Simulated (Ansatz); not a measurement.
**Ir (Fm-3m), elastic constants by finite strains: input and output**

Method: PBEsol, all-electron LAPW in Ansatz 0.2.0, scalar-relativistic.

The cell comes from a PAW relaxation under the same functional.

Launched as:

```sh
ansatz run input.yaml --threads 1 --pin off --max-ram 2560MiB --backend cpu --events-out ev --progress --plain --runs-dir out
```

input.yaml:

```yaml
crystal:
  lattice:
    - [0.0, 1.91549866409, 1.91549866409]
    - [1.91549866409, 0.0, 1.91549866409]
    - [1.91549866409, 1.91549866409, 0.0]
  atoms:
    - { symbol: Ir, position: [0.0, 0.0, 0.0] }
kpoints:
  mp_grid: { grid: [22, 22, 22] }
scf:
  occupations: { method: fermi_dirac, width: 0.08 }
hamiltonian:
  xc: pbesol
  pseudopotentials: { kind: all_electron, lapw: { basis_error: 0.0005 } }
elastic:
  mode: relaxed_ion
  stencil: two_point
  amplitude: 0.005
```

Output:

```
Warning: RAYON_NUM_THREADS=1 ignored (pool sized by the plan → 1); use --threads N
LAPW: plane waves up to 9.306 Å⁻¹, error target 5.0e-4 eV per atom; small_component_spin mean_spin; Ir in spheres of 1.314 Å, 47 of its electrons in bands, Dirac shells [] (how accurate: ...
Engine: ansatz 0.2.0, aarch64-unknown-linux-gnu
Pseudopotentials: kind: all_electron
Pseudopotential: Ir, LAPW, valence charge 47, lapw/all_electron/scalar/gaussian/Ir, Koelling and Harmon's equation, gaussian nucleus
Functional definition: PBEsol
  exchange = pbesol_x
  correlation = pbesol_c
Crystal: 1 atoms, lattice volume = 14.056 Å³
Basis set: ecut = 329.92359685621716 eV, 181 PW (Γ), exchange–correlation at level 2
Bands: 29, of which v1, the nominal top of the filled ones, is band 24 counted from 1 (23 counted from 0)
Symmetry: 48 space group operations
Space group: Fm-3m (ITA 225), of the structure as read, at distance tolerance 2.4e-5 Å
k-points: 328 of 10648
Non-local potential: Ir, projectors of the file, none
Initial density: superposition of atomic densities (chi_scale 0.1, normalization cell)
Initial wavefunctions: plane waves of lowest kinetic energy (no species holds an atomic orbital)
Functional: x = pbesol(κ = 0.804, μ = 0.12345679012345678), c = pbesol(β = 0.046)
iter 1 solved again at ethr=6.62e-5 eV; its pass at ethr=1.00e-1 eV (dr2=3.11e-2 eV) is discarded
SCF iter   1: F=—  HF=-484889.821711 eV  |F-HF|=—  |Δ(HF+E_count)|=         —  Δρ=2.23e-2  dr2=3.13e-2  ethr=6.62e-5  ⟨swp⟩=3.0  Hψ=59371  notcnv=0
preconditioner: auto → Kerker (q_TF=auto, 3.336 Å⁻¹)  [metal: Δε(μ)=0.026 eV  Ē_g=16.182 eV  σ=0.080 eV  W_gap=0.08  n_scr=14 (ndim 8)  ℏωp=29.7 eV  f_vac=0.000  D(μ)=0.97/eV (n_scr^D=14)]
SCF iter   2: F=—  HF=-484889.736708 eV  |F-HF|=—  |Δ(HF+E_count)|=   8.50e-2  Δρ=8.02e-3  dr2=4.93e-3  ethr=6.62e-5  ⟨swp⟩=2.0  Hψ=28237  notcnv=0
SCF iter   3: F=—  HF=-484889.733468 eV  |F-HF|=—  |Δ(HF+E_count)|=         —  Δρ=5.98e-3  dr2=3.19e-3  ethr=1.05e-5  ⟨swp⟩=2.0  Hψ=27390  notcnv=0
the basis was enlarged: its passes take 1022.2 KiB over the memory plan, 1 of 1 planned eigensolver slots
SCF iter   4: F=—  HF=-484889.733200 eV  |F-HF|=—  |Δ(HF+E_count)|=   2.68e-4  Δρ=3.07e-3  dr2=1.07e-3  ethr=6.78e-6  ⟨swp⟩=2.0  Hψ=27393  notcnv=0
SCF iter   5: F=—  HF=-484889.733307 eV  |F-HF|=—  |Δ(HF+E_count)|=   1.08e-4  Δρ=1.15e-3  dr2=1.77e-4  ethr=2.27e-6  ⟨swp⟩=2.0  Hψ=27395  notcnv=0
iter 6 solved again at ethr=9.97e-9 eV; its pass at ethr=3.77e-7 eV (dr2=4.69e-6 eV) is discarded
SCF iter   6: F=—  HF=-484889.733323 eV  |F-HF|=—  |Δ(HF+E_count)|=   1.59e-5  Δρ=2.28e-4  dr2=4.69e-6  ethr=9.97e-9  ⟨swp⟩=2.0  Hψ=46746  notcnv=0
SCF iter   7: F=—  HF=-484889.733323 eV  |F-HF|=—  |Δ(HF+E_count)|=   2.43e-7  Δρ=5.23e-5  dr2=3.50e-7  ethr=9.97e-9  ⟨swp⟩=2.0  Hψ=27394  notcnv=0
SCF iter   8: F=—  HF=-484889.733323 eV  |F-HF|=—  |Δ(HF+E_count)|=   8.46e-8  Δρ=1.29e-5  dr2=1.70e-8  ethr=7.45e-10  ⟨swp⟩=2.0  Hψ=27394  notcnv=0
SCF iter   9: F=—  HF=-484889.733323 eV  |F-HF|=—  |Δ(HF+E_count)|=   5.41e-9  Δρ=2.16e-6  dr2=3.43e-10  ethr=3.62e-11  ⟨swp⟩=2.0  Hψ=27394  notcnv=0
[... 63 lines left out ...]
SCF iter   5: F=—  HF=-484889.733014 eV  |F-HF|=—  |Δ(HF+E_count)|=   1.63e-9  Δρ=1.42e-6  dr2=9.42e-11  ethr=8.76e-12 (applied; sched 1.03e-12)  ⟨swp⟩=2.3  Hψ=128434  notcnv=0
SCF iter   6: F=—  HF=-484889.733014 eV  |F-HF|=—  |Δ(HF+E_count)|=  8.15e-10  Δρ=7.20e-7  dr2=2.41e-11  ethr=8.65e-12 (applied; sched 1.00e-12)  ⟨swp⟩=2.0  Hψ=127758  notcnv=0
SCF iter   7: F=—  HF=-484889.733014 eV  |F-HF|=—  |Δ(HF+E_count)|=  8.73e-10  Δρ=1.91e-7  dr2=1.54e-12  ethr=8.65e-12 (applied; sched 1.00e-12)  ⟨swp⟩=2.0  Hψ=127758  notcnv=0
SCF iter   8: F=—  HF=-484889.733014 eV  |F-HF|=—  |Δ(HF+E_count)|=  1.75e-10  Δρ=5.65e-8  dr2=2.36e-13  ethr=8.65e-12 (applied; sched 1.00e-12)  ⟨swp⟩=2.0  Hψ=127758  notcnv=0
SCF iter   9: F=-484889.733014 eV  HF=-484889.733014 eV  |F-HF|=1.16e-10  |Δ(HF+E_count)|=  9.31e-10  Δρ=2.73e-8  dr2=6.71e-14  ethr=8.65e-12 (applied; sched 1.00e-12)  ⟨swp⟩=2.0  Hψ=127758  notcnv=0
SCF 5 converged in 9 iterations: F = -484889.733014 eV  dr2 = 6.71e-14
SCF converged after 13 iterations
Free energy (F): -484889.733323 eV
Harris-Foulkes:  -484889.733323 eV  (|F-HF|=5.82e-10)
Internal energy: -484889.712148 eV  (E = F + TS)
E sigma→0 (E₀):  -484889.722736 eV
Entropy (-TS):   -0.021174 eV (-21.174 meV/atom)
Fermi energy:    32.051943 eV
--- Per-component energies (eV) ---
  E_band       = -5612.825138
  E_kinetic    = 548621.569983
  E_xc         = -9337.946305
  E_electrostatic = -1024173.335827  (all electrons and nuclei)
  E_smearing   = -0.021174  (= −TS)
  E_closure    = 0.000000  (closes the sum)
  Σ components = -484889.733323   (vs F -484889.733323, Δ=0.00e0)
  Basis errors (estimates in eV, not in F): energy 1.2e-4 per atom: plane waves 1.1e-4 (5.6e-5 summed), levels above the bands 4.8e-117, relativity 1.6e-8, radial functions 1.7e-5, core shells 1.1e-8; eigenvalues (radial ...
--- Forces (eV/Å), atoms counted from 1 ---
  atom   1  Ir    -0.00000000     0.00000000    -0.00000000
  max |Σ_I F_I| component: 2.10e-30 eV/Å
--- Stress (GPa, compression-positive) ---
       -0.042824       0.000000       0.000000
        0.000000      -0.042824       0.000000
        0.000000       0.000000      -0.042824
  P = ⅓ Tr σ = -0.0428 GPa (-0.428 kbar)
--- Elastic constants: 2 strain directions × 2 members + reference (group order 48) ---
  dense FFT box of the reference and of every strained cell: 18×18×18
  strains applied: 11, 23; error gains: componentwise 1.00 (the most a stress slope's error grows in a printed constant), spectral 1.73 (1 for all six strains in a standard setting)
  C = ∂σ_k/∂η_j (tension-positive GPa; Voigt order 11 22 33 23 13 12):
       640.130    258.026    258.026     -0.000      0.000      0.000
       258.026    640.130    258.026      0.000     -0.000      0.000
       258.026    258.026    640.130      0.000     -0.000     -0.000
        -0.000      0.000      0.000    281.444      0.000     -0.000
         0.000     -0.000      0.000     -0.000    281.444      0.000
         0.000     -0.000      0.000     -0.000     -0.000    281.444
  reference stress σ⁰ (GPa):      0.043      0.043      0.043     -0.000      0.000      0.000
  no Pulay correction (none for the plane-wave cutoff is built on LAPW): the batch's stresses and constants are at fixed plane waves
  C* (energy form; C + prestress term) asymmetry max|C*_kj − C*_jk| = 5.684e-14 GPa — a small one proves nothing (zero by symmetry where the batch's group is 432, −43m or m−3m); a large one is finite-difference/SCF noise where ...
  moduli (Voigt/Reuss/Hill, GPa): K = 385.39/385.39/385.39   G = 245.29/236.66/240.97   E = 598.23   ν = 0.241
  mechanically stable: yes (min eigenvalue of sym C = 281.44 GPa)
  where every solve meets its electron count the energy-path curvature estimates C_jj along a normal strain and C_jj − ¼(σ⁰_aa + σ⁰_bb) along a shear (ab), closely only under elastic.basis: deformed
  strain η (Voigt 11):  stress-route row diagonal C_11 = 640.13 GPa, energy-path curvature d²(F+E_count)/dδ²/Ω₀ = 640.10 GPa
         δ    σ_11 (GPa)             F (eV)   n_scf  n_hpsi   n_pw
    -5.000e-3      -3.2091     -484889.7326322      10  877892    202   relax 0 steps, max|allowed force component| 0.00e0 eV/Å
     5.000e-3       3.1922     -484889.7326096      10  878542    202   relax 0 steps, max|allowed force component| 0.00e0 eV/Å
  strain η (Voigt 23):  stress-route row diagonal C_44 = 281.44 GPa, energy-path curvature d²(F+E_count)/dδ²/Ω₀ = 281.43 GPa
         δ    σ_23 (GPa)             F (eV)   n_scf  n_hpsi   n_pw
    -5.000e-3      -1.4072     -484889.7330142       9  1478226    202   relax 0 steps, max|allowed force component| 0.00e0 eV/Å
     5.000e-3       1.4072     -484889.7330142       9  1477928    202   relax 0 steps, max|allowed force component| 0.00e0 eV/Å
```

Self-consistency was reached.

**Elastic moduli**

Elastic constants of a crystal by Kohn-Sham DFT: slopes of the stress over finite engineering strains of the given cell, Voigt indices, Cartesian axes as in the input; Hill averages of a grain aggregate, Debye temperature from the mean sound speed over directions.

| Quantity | Value |
| --- | --- |
| Bulk modulus | 385.4 GPa |
| Shear modulus | 241 GPa |
| Young modulus | 598.2 GPa |
| Poisson ratio | 0.2413 |
| Bulk over shear modulus | 1.599 |
| Elastic anisotropy index | 0.1823 |
| Least young modulus | 491.9 GPa |
| Largest young modulus | 679 GPa |
| Longitudinal sound speed | 5579 m/s |
| Transverse sound speed | 3258 m/s |
| Elastic debye temperature | 444.4 K |
| Linear compressibility (x, y, z) | 0.8649, 0.8649, 0.8649 1/TPa |
| Zener ratio | 1.473 |
| Cauchy pressure | -23.42 GPa |

**Elastic constants**

| Property | Result |
| --- | --- |
| Pressure at rest | -0.043 GPa |
| Least elastic eigenvalue | 281.4 GPa |
| Elastically stable | yes |

```
index  elastic (GPa)
   11          640.1
   12            258
   44          281.4
```

### Strained cells

Stress of each strained cell less that at rest, tension positive.

```csv
strain component,strain,stress xx (GPa),stress yy (GPa),stress zz (GPa),stress yz (GPa),stress xz (GPa),stress xy (GPa),relaxation steps
xx,-0.005,-3.252,-1.317,-1.317,0,0,0,0
xx,0.005,3.149,1.263,1.263,0,0,0,0
yz,-0.005,0.0002,-0.0193,-0.0193,-1.407,0,0,0
yz,0.005,0.0002,-0.0193,-0.0193,1.407,0,0,0
```

Known limits: responses of metals move with mesh and smearing; no spin-orbit coupling on heavy atoms.

It took 14 min on 1 thread of Arm Neoverse V1, with other jobs on the host, peak memory 2.4 GiB.
